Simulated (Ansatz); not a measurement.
**Is this Ir4Rh structure a true minimum?**

The structure comes from a generated guess, relaxed at this level; another structure or a mixture of phases may lie lower.

Method: Ansatz, DFT PBE, scalar-relativistic, plane waves, PAW. Settings: cutoff 420 eV, Γ-centred mesh 8×8×8 on the computed 10-atom cell, Gaussian smearing of 0.10 eV; no spin polarisation.

The cell below (10 atoms, space group Cmcm (No. 63)) is relaxed within its symmetry.

```
CELL_PARAMETERS angstrom
6.85832 -2.37697 0.00000
6.85832 2.37697 0.00000
0.00000 0.00000 4.43418
ATOMIC_POSITIONS crystal
Ir 0.86496 0.53456 0.75000
Ir 0.06686 0.73338 0.75000
Ir 0.26662 0.93314 0.75000
Ir 0.46544 0.13505 0.75000
Ir 0.13505 0.46544 0.25000
Ir 0.53456 0.86496 0.25000
Ir 0.73338 0.06686 0.25000
Ir 0.93314 0.26662 0.25000
Rh 0.66817 0.33183 0.75000
Rh 0.33183 0.66817 0.25000
```

For the test it was strained at random (σ = 1.5 % a component), the atoms were moved at random (σ = 0.10 Å), and all was relaxed again on a coarse 6×6×6 mesh (in the run’s order of axes) with 0.20 eV smearing, with no symmetry imposed.

Spin–orbit coupling, which can matter for Ir, is left out.

Problem. Is the structure stable against such a distortion?

Solution. It returns, within 1 meV/atom of the unmoved cell on that mesh and with the same symmetry when read at 0.1 Å. So it is stable against the distortions that fit this cell and that this random move excites. Modes that don't fit the cell aren't tested.
